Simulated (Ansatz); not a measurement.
Input and command of a calculation in Ansatz (plane waves; scalar-relativistic PAW potentials unless the input names others):

```yaml
crystal:
  lattice:
    - [2.7431120854, 0.0, 0.0]
    - [-1.3715560427, 2.3756047514, 0.0]
    - [0.0, 0.0, 4.4773604783]
  atoms:
    - { symbol: Zn, position: [0.0, 0.0, 0.0] }
    - { symbol: Re, position: [0.3333333333, 0.6666666667, 0.5] }
basis:
  ecutwfc: 420
kpoints:
  mp_grid: { grid: [24, 24, 12] }
hamiltonian:
  xc: revpbe
scf:
  occupations: { method: gaussian, width: 0.1 }
output:
  forces: true
  eigenvalues: true
  stress: true
```

```bash
ansatz run input.yaml --threads 1 --pin off --max-ram 2560MiB --backend cpu --events-out ev --progress --plain --runs-dir out
```

Abridged log:
```
Pseudopotentials: kind: paw
Pseudopotential: Zn, paw, valence charge 12, recommended cutoff 420 eV (normal)
Pseudopotential: Re, paw, valence charge 15, recommended cutoff 420 eV (normal)
Functional definition: revPBE
Crystal: 2 atoms, lattice volume = 29.177 Å³
Basis set: ecut = 420 eV, 573 PW (Γ), exchange–correlation on 40×40×60 points (8 copies of the dense FFT grid, shifted against one another)
Bands: 18, of which v1, the nominal top of the filled ones, is band 14 counted from 1 (13 counted from 0)
Symmetry: 12 space group operations
Space group: P-6m2 (ITA 187), of the structure as read, at distance tolerance 3.1e-5 Å
k-points: 427 of 6912 (time reversal used)
Initial density: superposition of atomic densities (neutral atoms: chi_scale 0, normalization atom), corrected by the library's trained network
Initial wavefunctions: pseudopotential atomic-orbital guess
Functional: x = revpbe(κ = 1.245, μ = 0.21951497), c = pbe(β = 0.06672455)
SCF iter   1: F=—  HF=-14199.685186 eV  |F-HF|=—  |Δ(HF+E_count)|=         —  Δρ=8.48e-3  dr2=3.09e-2  ethr=1.77e-3  ⟨swp⟩=5.0  Hψ=37149  notcnv=0
SCF iter   2: F=—  HF=-14199.682131 eV  |F-HF|=—  |Δ(HF+E_count)|=   3.06e-3  Δρ=4.92e-3  dr2=1.63e-2  ethr=1.15e-4  ⟨swp⟩=1.0  Hψ=11102  notcnv=0
SCF iter   3: F=—  HF=-14199.679395 eV  |F-HF|=—  |Δ(HF+E_count)|=   2.74e-3  Δρ=2.56e-3  dr2=1.32e-3  ethr=6.04e-5  ⟨swp⟩=2.5  Hψ=11103  notcnv=0
SCF iter   4: F=—  HF=-14199.678833 eV  |F-HF|=—  |Δ(HF+E_count)|=   5.62e-4  Δρ=2.81e-4  dr2=9.05e-6  ethr=4.90e-6  ⟨swp⟩=2.0  Hψ=10577  notcnv=0
SCF iter   5: F=—  HF=-14199.678862 eV  |F-HF|=—  |Δ(HF+E_count)|=   2.90e-5  Δρ=9.62e-5  dr2=1.42e-6  ethr=3.35e-8  ⟨swp⟩=2.1  Hψ=12008  notcnv=0
SCF iter   6: F=—  HF=-14199.678863 eV  |F-HF|=—  |Δ(HF+E_count)|=   1.80e-6  Δρ=2.62e-5  dr2=1.22e-7  ethr=5.26e-9  ⟨swp⟩=2.1  Hψ=11852  notcnv=0
SCF iter   7: F=-14199.678864 eV  HF=-14199.678864 eV  |F-HF|=7.33e-10  |Δ(HF+E_count)|=   2.79e-8  Δρ=2.29e-6  dr2=1.10e-9  ethr=3.70e-10  ⟨swp⟩=5.0  Hψ=28420  notcnv=0
SCF 1 converged in 7 iterations: F = -14199.678864 eV  dr2 = 1.10e-9
SCF converged after 7 iterations
Free energy (F): -14199.678864 eV
Harris-Foulkes:  -14199.678864 eV  (|F-HF|=7.33e-10)
Internal energy: -14199.672574 eV  (E = F + TS)
E sigma→0 (E₀):  -14199.675719 eV
Entropy (-TS):   -0.006289 eV (-3.145 meV/atom)
Fermi energy:    17.951609 eV
--- Forces (eV/Å), atoms counted from 1 ---
  atom   1  Zn     0.00000000     0.00000000     0.00000000
  atom   2  Re     0.00000000     0.00000000     0.00000000
--- Stress (GPa, compression-positive) ---
        2.690500       0.000000       0.000000
        0.000000       2.690500       0.000000
        0.000000       0.000000       2.923909
  P = ⅓ Tr σ = 2.7683 GPa (27.683 kbar)
```

Apart from outputs, empty bands and the relaxation, which only the reference makes, the input differs from a reference run on usual settings in hamiltonian.xc: "pbe" → "revpbe". The reference, at the same geometry, ended its own course with pressure 0.00 GPa, largest force 0.000 eV/Å, no gap on the mesh. This run converged in 7 SCF iterations with a total energy on another zero, pressure 2.77 GPa, largest force 0.000 eV/Å, no gap on the mesh.

The run took 26 s on 1 thread of Intel(R) Xeon(R) Processor @ 2.70GHz, with other jobs on the host, peak memory 0.55 GiB.